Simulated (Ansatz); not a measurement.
Input and command of a calculation in Ansatz (plane waves; scalar-relativistic PAW potentials unless the input names others):

```yaml
crystal:
  lattice:
    - [0.0, 3.8994450681, 3.8994450681]
    - [3.8994450681, 0.0, 3.8994450681]
    - [3.8994450681, 3.8994450681, 0.0]
  atoms:
    - { symbol: Sn, position: [0.0, 0.0, 0.0] }
    - { symbol: Te, position: [0.25, 0.25, 0.25] }
    - { symbol: Te, position: [0.75, 0.75, 0.75] }
    - { symbol: Te, position: [0.5, 0.5, 0.5] }
basis:
  ecutwfc: 420
kpoints:
  mp_grid: { grid: [10, 10, 10] }
hamiltonian:
  xc: lda
scf:
  occupations: { method: gaussian, width: 0.1 }
  lower_state_search: light
output:
  forces: true
  eigenvalues: true
  stress: true
accuracy: high
```

```bash
ansatz run input.yaml --threads 1 --pin off --max-ram 1331MiB --backend cpu --events-out ev --progress --plain --runs-dir out
```

Abridged log:
```
Basis set: ecut = 420 eV, 2277 PW (Γ)
Bands: 38, of which v1, the nominal top of the filled ones, is band 31 counted from 1 (30 counted from 0)
Symmetry: 48 space group operations
k-points: 47 of 1000
SCF iter   1: F=—  HF=-26360.508571 eV  |F-HF|=—  |Δ(HF+E_count)|=         —  Δρ=5.14e-3  dr2=1.59e-2  ethr=1.77e-3  ⟨swp⟩=9.2  Hψ=8021  notcnv=0  defer=1
SCF iter   2: F=—  HF=-26360.500203 eV  |F-HF|=—  |Δ(HF+E_count)|=   8.37e-3  Δρ=2.80e-3  dr2=5.68e-3  ethr=2.57e-5  ⟨swp⟩=2.1  Hψ=2688  notcnv=0  defer=1
SCF iter   3: F=—  HF=-26360.498167 eV  |F-HF|=—  |Δ(HF+E_count)|=   2.04e-3  Δρ=4.65e-4  dr2=4.67e-4  ethr=9.16e-6  ⟨swp⟩=3.0  Hψ=3603  notcnv=0  defer=1
SCF iter   4: F=—  HF=-26360.498015 eV  |F-HF|=—  |Δ(HF+E_count)|=   1.52e-4  Δρ=2.03e-4  dr2=6.78e-5  ethr=7.54e-7  ⟨swp⟩=2.0  Hψ=2945  notcnv=0  defer=3
SCF iter   5: F=—  HF=-26360.497960 eV  |F-HF|=—  |Δ(HF+E_count)|=   5.55e-5  Δρ=4.46e-5  dr2=2.32e-6  ethr=1.09e-7  ⟨swp⟩=2.0  Hψ=2947  notcnv=0  defer=3
SCF iter   6: F=—  HF=-26360.497959 eV  |F-HF|=—  |Δ(HF+E_count)|=   9.12e-7  Δρ=3.05e-5  dr2=1.06e-6  ethr=3.74e-9  ⟨swp⟩=2.0  Hψ=3186  notcnv=0  defer=3
SCF iter   7: F=-26360.497958 eV  HF=-26360.497958 eV  |F-HF|=2.26e-8  |Δ(HF+E_count)|=   8.24e-7  Δρ=5.27e-6  dr2=3.95e-8  ethr=1.61e-10  ⟨swp⟩=8.9  Hψ=9347  notcnv=0
SCF iter   8: F=—  HF=-26360.497958 eV  |F-HF|=—  |Δ(HF+E_count)|=   8.40e-9  Δρ=9.02e-7  dr2=1.08e-9  ethr=6.37e-11  ⟨swp⟩=2.0  Hψ=2916  notcnv=0
SCF iter   9: F=—  HF=-26360.497958 eV  |F-HF|=—  |Δ(HF+E_count)|=  4.37e-11  Δρ=3.58e-7  dr2=1.17e-10  ethr=1.75e-12  ⟨swp⟩=2.0  Hψ=2452  notcnv=0
SCF iter  10: F=-26360.497958 eV  HF=-26360.497958 eV  |F-HF|=7.28e-12  |Δ(HF+E_count)|=  7.28e-11  Δρ=4.53e-8  dr2=1.57e-12  ethr=1.00e-12  ⟨swp⟩=5.0  Hψ=6031  notcnv=0
SCF 1 converged in 10 iterations: F = -26360.497958 eV  dr2 = 1.57e-12
SCF converged after 10 iterations
Free energy (F): -26360.497958 eV
Harris-Foulkes:  -26360.497958 eV  (|F-HF|=7.28e-12)
Internal energy: -26360.485655 eV  (E = F + TS)
E sigma→0 (E₀):  -26360.491806 eV
Entropy (-TS):   -0.012303 eV (-3.076 meV/atom)
Fermi energy:    9.917733 eV
--- Forces (eV/Å), atoms counted from 1 ---
  atom   1  Sn     0.00000000     0.00000000     0.00000000
  atom   2  Te     0.00000000     0.00000000     0.00000000
  atom   3  Te     0.00000000     0.00000000     0.00000000
  atom   4  Te     0.00000000     0.00000000     0.00000000
--- Stress (GPa, compression-positive) ---
       -5.073106       0.000000       0.000000
        0.000000      -5.073106       0.000000
        0.000000       0.000000      -5.073106
  P = ⅓ Tr σ = -5.0731 GPa (-50.731 kbar)
```

Apart from outputs and empty bands, the input differs from a reference run on usual settings in accuracy: not typed → "high"; scf.lower_state_search: not typed → "light". The reference, at the same geometry (not necessarily relaxed), gave pressure -5.07 GPa, largest force 0.000 eV/Å, no gap on the mesh. This run converged in 10 SCF iterations (reference: 7) with an energy at zero smearing within 0.01 meV/atom of the reference's, pressure -5.07 GPa, largest force 0.000 eV/Å, no gap on the mesh.